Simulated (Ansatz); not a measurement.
PbO:
```
CELL_PARAMETERS angstrom
      4.03416     0.00000     0.00000
      0.00000     4.03416     0.00000
      0.00000     0.00000     4.99633
ATOMIC_POSITIONS crystal
  Pb 0.50000 0.00000 0.23763
  Pb 0.00000 0.50000 0.76237
  O  0.50000 0.50000 0.00000
  O  0.00000 0.00000 0.00000
```

Relaxed with PBE+D3(BJ). Special points in fractions of this cell's reciprocal vectors: Γ (0.000, 0.000, 0.000); X (0.000, 0.500, 0.000); M (0.500, 0.500, 0.000); Z (0.000, 0.000, 0.500); R (0.000, 0.500, 0.500); A (0.500, 0.500, 0.500).

Q: List the band energies nearest the valence-band maximum at these points for DFT-PBE+D3(BJ) with spin–orbit coupling in the program Ansatz with PAW potentials.

A: In eV from the valence-band maximum; about four levels below and three above (degenerate sets whole), none deeper than 8.9 eV; points with the same levels are listed once.

| k | below | above |
|---|---|---|
| Γ | -1.51 -1.51 -0.01 -0.01 | 2.21 2.21 4.41 4.41 |
| X | -1.52 -1.52 -1.52 -1.52 | 3.31 3.31 3.31 3.31 |
| M | -0.98 -0.98 -0.98 -0.98 | 1.23 1.23 1.23 1.23 |
| Z | -1.53 -1.53 -0.79 -0.79 | 1.75 1.75 3.59 3.59 |
| R | -0.91 -0.91 -0.91 -0.91 | 3.02 3.02 3.02 3.02 |
| A | -0.98 -0.98 -0.98 -0.98 | 3.34 3.34 3.34 3.34 |

Space group P4/nmm. Symmetry was held in the PBE+D3(BJ) relaxation.

Potentials: the later of the program's two PAW sets.
